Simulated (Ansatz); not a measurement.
Level of theory: DFT PBE, scalar-relativistic, plane waves, PAW (Ansatz). All cells share a 420 eV cutoff and Γ-centred k meshes spaced at most about 0.3 Å⁻¹ (about 0.25 or finer for metals, 2π included). No spin polarisation in the final relaxations.

These are static total energies at zero pressure. Lower structures may exist.

Problem. Which of these relaxed structures of InSb3 is the lowest in energy?
A.

```
CELL_PARAMETERS angstrom
3.11353 0.00000 0.00000
0.00000 3.11353 0.00000
0.00000 0.00000 12.01238
ATOMIC_POSITIONS crystal
In 0.00000 0.00000 0.00000
Sb 0.50000 0.50000 0.50000
Sb 0.00000 0.00000 0.74691
Sb 0.00000 0.00000 0.25309
```

B.

```
CELL_PARAMETERS angstrom
0.00000 3.79011 3.79011
3.79011 0.00000 3.79011
3.79011 3.79011 0.00000
ATOMIC_POSITIONS crystal
In 0.00000 0.00000 0.00000
Sb 0.25000 0.25000 0.25000
Sb 0.75000 0.75000 0.75000
Sb 0.50000 0.50000 0.50000
```

C.

```
CELL_PARAMETERS angstrom
4.81439 0.00000 0.00000
0.00000 4.81439 0.00000
0.00000 0.00000 4.81439
ATOMIC_POSITIONS crystal
In 0.50000 0.50000 0.50000
Sb 0.00000 0.50000 0.00000
Sb 0.00000 0.00000 0.50000
Sb 0.50000 0.00000 0.00000
```

Solution. B. It has the BiF3 (D0_3) type, space group Fm-3m (No. 225); the next, C, with the Cu3Au (L1_2) type, space group Pm-3m (No. 221), lies 11 meV/atom higher. Counting Sb atoms around In (those within 1.25 times the shortest such distance or 1.15 times the sum of covalent radii; a plus sign parts nearer from farther groups; the shortest distance is added where it is long for a bond), the lowest has In 8+6 and the next has In 12 from 3.4 Å. Even the lowest lies +0.17 eV/atom against the elements.

The k mesh leaves some 4 meV/atom of noise in the energy of each metallic cell. No dispersion correction is applied, so the spacing and binding between layers, chains or molecules are poorly described (P4/mmm), and this can change margins and order among such cells. Spin–orbit coupling, which can matter for Sb, is left out. The Fm-3m cell at 27.2 Å³/atom was relaxed from a Materials Project cell. Cells relaxed within their symmetry can be saddle points. Some structure types and database cells were kept out of the candidates from the start, so a known form may be missing.
